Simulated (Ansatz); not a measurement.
A 6-atom cell of SnO₂ started from a crystallographic database, relaxed with r2SCAN: 7 runs in Ansatz, each a construction of maximally localised Wannier functions. Space group P4_2/mnm (No. 136), tetragonal; conventional cell a = 4.760 Å, c = 3.200 Å, 12.09 Å³ an atom. Around Sn lie 6 O at 2.06–2.07 Å; around O lie 3 Sn at 2.06–2.07 Å. Calculated for a static, non-magnetic cell.

```
CELL_PARAMETERS angstrom
4.76049 0.00000 0.00000
0.00000 4.76049 0.00000
0.00000 0.00000 3.20016
ATOMIC_POSITIONS crystal
Sn 0.00000 0.00000 0.00000
Sn 0.50000 0.50000 0.50000
O 0.30588 0.30588 0.00000
O 0.19412 0.80588 0.50000
O 0.69412 0.69412 0.00000
O 0.80588 0.19412 0.50000
```

Windows count from the top of the filled bands; a dash means that no such window was set (without an outer window there is no disentanglement). Rows marked drawn have settings drawn at random (some not listed).

```tsv
functional	SCF mesh	trial orbitals	functions	mesh	window (eV)	frozen (eV)	settings	Ω total (Å²)	Ω invariant (Å²)	largest spread (Å²)	least projectability	interpolation miss of the model's filled bands (eV, to the nearest computed level)
PBE	4×4×6	O s, O p	16	4×4×6	–	–	chosen	15.08	13.28	0.98	0.78	0.065
PBE	4×4×6	O s, O p	16	2×2×4	–	–	chosen	13.87	12.10	0.91	0.78	0.212
PBE	4×4×6	O s, O p	16	6×6×8	–	–	chosen	15.38	13.60	1.00	0.78	0.017
PBE	4×4×6	O p	12	4×4×6	–	–	chosen	13.22	12.93	1.26	0.73	0.063
r2SCAN	4×4×6	O s, O p	16	4×4×6	–	–	chosen	15.46	13.69	1.02	0.75	0.043
r2SCAN	4×4×6	O p	12	4×4×6	–	–	chosen	12.69	12.45	1.20	0.76	0.042
PBE	4×4×6	O p	12	2×2×2	–	–	drawn	11.16	10.92	0.95	0.73	0.474
```

For O s, O p with PBE the spread goes 13.87 Å² (2×2×4), 15.08 Å² (4×4×6), 15.38 Å² (6×6×8): finite differences on a coarse mesh understate it.

No spin-orbit coupling is included; it can move band edges with weight on the heavy atoms by tenths of an eV.
